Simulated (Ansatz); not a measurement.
# Zone-centre modes in Au

Computed with Ansatz, DFT r2SCAN, scalar-relativistic, plane waves, PAW. The runs took a 500 eV cutoff, a Γ-centred 22×22×14 mesh and Gaussian smearing (0.15 eV). Spin–orbit coupling is left out, which can shift energies with elements as heavy as these. No spin polarisation.

The undisturbed cell (relaxed at this level; this bcc form isn't the usual structure):

```
Au
1.0
    -1.63769    1.63769    1.63769
     1.63769   -1.63769    1.63769
     3.27538    3.27538    0.00000
Au
2
Direct
  0.00000 0.00000 0.00000
  0.50000 0.50000 0.50000
```

Harmonic modes by finite displacements of 0.02 Å, without the LO–TO term. The cell doubles the primitive one, so its zone centre also holds the primitive cell's point q = (0, 0, 1/2).

(1) At this geometry, is the structure stable against these modes?

(2) List the wavenumbers in cm⁻¹.

Results:

(1) Barely, if at all: no mode is imaginary beyond 10 cm⁻¹, but one beside the three translations lies at 4 cm⁻¹, within the noise of such a run.

(2) 0, 0, 0, 4, 84, 144.

Cost: 1 run of about 6.6 core-minutes, on Intel Xeon Processor @ 2.70GHz (shared hosts).